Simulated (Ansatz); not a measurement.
Ti2CuSb3: strain energy, fitted

Ti2CuSb3, P-4m2, a = 3.749 Å, c = 8.171 Å. The structure is a COD entry; whether it is the stable form wasn't checked. Ansatz: PBEsol, PAW, 420 eV, Γ-centred 10×10×6 mesh on 6 atoms, Gaussian smearing 0.10 eV; no spin polarisation. Series: biaxial strain in the a-b plane, c and atoms relaxed; x is the strain in per cent. y is the free energy over the unstrained cell, V0 = 19.139 Å³/atom.

```tsv
x (%)	y (meV/atom)
-6.0	?
-4.0	44.20
-2.0	10.33
0.0	0.00
2.0	9.18
4.0	34.16
```

**Question.** Fit y = c2 x² + c3 x³ to the other rows, turn c2 into a modulus, and predict the missing energy.

**Answer.** Least squares on the rows shown. y = 2.4482 x² − 0.078337 x³. In eV per unit strain² c2 is 24.48; M is the biaxial modulus (E = M V0 ε²): 24.48 × 160.2 / (19.139) = 205 GPa. At x = -6.0 the fit asked for gives 105.06 meV/atom. The run gave 106.20 meV/atom, so the fit is 1.14 meV/atom too low, 1.1 % of the span of the series, against an rms of 0.05 meV/atom on the fitted rows. The row lies outside the fitted range. With a term in x⁴ added, a fit to the same known rows predicts 105.68 meV/atom, which recovers part of the miss; the known rows don't hold the rest.